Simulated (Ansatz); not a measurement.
Sn (body-centred tetragonal, I4/mmm) under volume change, plane-wave PAW LDA (Ansatz code), shape and atoms relaxed at each volume.

```json
[
 {"V (Å³/atom)": "23.521", "E − E(relaxed) (meV/atom)": "46.0", "P (GPa)": "6.93"},
 {"V (Å³/atom)": "24.297", "E − E(relaxed) (meV/atom)": "19.2", "P (GPa)": "4.21"},
 {"V (Å³/atom)": "25.072", "E − E(relaxed) (meV/atom)": "4.5", "P (GPa)": "1.93"},
 {"V (Å³/atom)": "25.847", "E − E(relaxed) (meV/atom)": "0.0", "P (GPa)": "0.00"},
 {"V (Å³/atom)": "26.623", "E − E(relaxed) (meV/atom)": "4.0", "P (GPa)": "-1.63"},
 {"V (Å³/atom)": "27.398", "E − E(relaxed) (meV/atom)": "15.3", "P (GPa)": "-3.00"},
 {"V (Å³/atom)": "28.174", "E − E(relaxed) (meV/atom)": "32.7", "P (GPa)": "-4.15"}
]
```

Problem. What does a third-order Birch–Murnaghan fit give for V₀, B₀ and B′?

Solution. V₀ = 25.85 Å³/atom, B₀ = 58.9 GPa, B′ = 4.7.

This is a known high-pressure phase of the composition, computed here at zero pressure and temperature. The cell was relaxed with LDA under the symmetry of its start. At this level the phase is mechanically unstable. Scalar-relativistic: spin–orbit coupling is off unless named, which matters more the heavier the elements.

Potentials: the earlier of the program's two PAW sets. The files were generated under PBE; for other functionals the program regenerates the frozen cores, and for LDA and PBEsol the local potential too.
